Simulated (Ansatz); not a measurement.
## From the elastic tensor of ZrSi3O8 to moduli and sound speeds

Level of theory: DFT PBE, scalar-relativistic, plane waves, PAW in Ansatz. Settings: 420 eV plane-wave cutoff, Γ-centred 4×4×4 mesh, fixed occupations. No spin polarisation.

Space group C2 (No. 5), monoclinic, a = 7.527 Å, b = 7.662 Å, c = 7.613 Å, β = 90.0°. Around Zr lie 4 O at 1.95–1.96 Å; around Si on a site of symmetry 1 lie 4 O at 1.63–1.64 Å; Si on a site of symmetry 2 has 4 O at 1.63 Å; around O on its first site lie 2 Si at 1.63 Å; O on its second site has 1 Si at 1.64 Å and 1 Zr at 1.95 Å; O on its third site has 2 Si at 1.63 Å; 1 more site not described.

The cell was found from a structure generator's guess, not taken from experiment.

Relaxed-ion constants (GPa, on the Cartesian axes of the calculation):
C11 = 38.8, C12 = 15.8, C13 = -0.3, C15 = -3.2, C22 = 57.0, C23 = 7.9, C25 = -1.9, C33 = 34.4, C35 = -0.4, C44 = 12.2, C46 = 1.2, C55 = 34.4, C66 = 18.9 GPa; the others vanish.

Density 2.295 g/cm³; 12 atoms in 219.53 Å³.

```json
{"Bulk modulus, Voigt / Reuss / Hill": "19.7 / 17.2 / 18.4 GPa", "Shear modulus, Voigt / Reuss / Hill": "20.2 / 17.5 / 18.9 GPa", "Young's modulus": "42 GPa", "Poisson ratio": "0.118", "Pugh ratio B/G": "0.98 (under 1.75, the rule of thumb for brittle)", "Universal anisotropy index": "0.94", "Longitudinal and transverse sound speeds": "4356 and 2866 m/s", "Debye temperature from the mean sound speed": "355 K"}
```
